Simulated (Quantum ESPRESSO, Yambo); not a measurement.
## Levels of theory for the gap of KBH$_{4}$

KBH4 (space group P2_1/m, No. 11, within 0.06 Å of P4_2/nmc): one geometry, one set of LDA (pw.x of Quantum ESPRESSO, ONCV potentials, no spin-orbit coupling) orbitals, self-energies from Yambo (2×2×2 Γ-centred k mesh, 197 bands and a 7 Ry block in the screening, 197 bands in G with the Bruneval-Gonze terminator, plasmon pole fitted at 27.2 eV).

The geometry is that of Materials Project entry mp-37722, symmetrised and not relaxed again.

```
level                                                     gap Γ → (-0.5, -0.5, 0) (eV)  direct gap at Γ (eV)                   rough Yambo cost
--------------------------------------------------------  ----------------------------  --------------------  ---------------------------------
LDA (Quantum ESPRESSO)                                                            5.64                  5.69                                  –
exchange only (Hartree-Fock self-energy on LDA orbitals)                         14.28                 14.40              about 1/9 (14 states)
static COHSEX@LDA                                                                10.36                 10.42  within a factor of two (3 states)
G0W0@LDA, plasmon pole                                                            8.95                  9.03                      1 (14 states)
```

Bare exchange has no screening and gives the widest gap; static COHSEX screens it but leaves out the frequency dependence, which G0W0 restores.

Costs are rough ratios of core time on shared machines.

Nearest settings tried, and what they do to the gap: 124 bands in W, 124 bands in G: -6 meV; 6 Ry block (233 vectors against 323): -69 meV; 2×2×1 mesh: -96 meV. So the settings aren't converged at that level. The k mesh is coarse.

The structure is a Materials Project entry; no match was found in the copy of COD used, and its stability was not checked.
